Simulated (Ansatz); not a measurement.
## Fe₂As (P4/nmm): electronic heat capacity from the density of states

All numbers below come from DFT PBEsol, scalar-relativistic, plane waves, PAW in Ansatz 0.2.0.

Settings: cutoff 420 eV, Γ-centred mesh 10×10×6 on the computed 6-atom cell, Gaussian smearing of 0.10 eV; collinear spin from starting moments 1.13 1.13 2.37 2.37 0 0 μB.

Relaxed cell: P4/nmm, a = 3.570 Å, b = 3.570 Å, c = 5.765 Å, α = 90.00°, β = 90.00°, γ = 90.00°, 6 atoms in the primitive cell. Whether it is the stable form of this composition wasn't checked.

The density of states at the Fermi level is 6.014 states/eV in the cell of 6 atoms (2 formula units; both spins, tetrahedra on a 15×15×9 mesh). The run ends with a moment of 6.30 μB a cell (largest on a site 2.15 μB), and the figure is for this state; a paramagnetic sample can have a quite different one. Another magnetic order, if the compound takes it, can change N(E_F) and the shape of the cell a good deal, and may open a gap, where γ is close to zero.

What Sommerfeld coefficient does this give?

Per formula unit N(E_F) = 3.007 states/eV. γ = (π²/3) k_B² N(E_F) N_A = 2.357 mJ/(mol K²) per state/eV, so γ = 7.1 mJ/(mol K²), a mole of formula units. This is the bare band result: a measured γ of the same phase and magnetic order is as a rule larger by a factor 1 + λ from phonons and spin fluctuations. N(E_F) at one energy is sensitive to the mesh where the density of states has sharp peaks.

Only parallel moments were tried here.

Only this magnetic start was tried.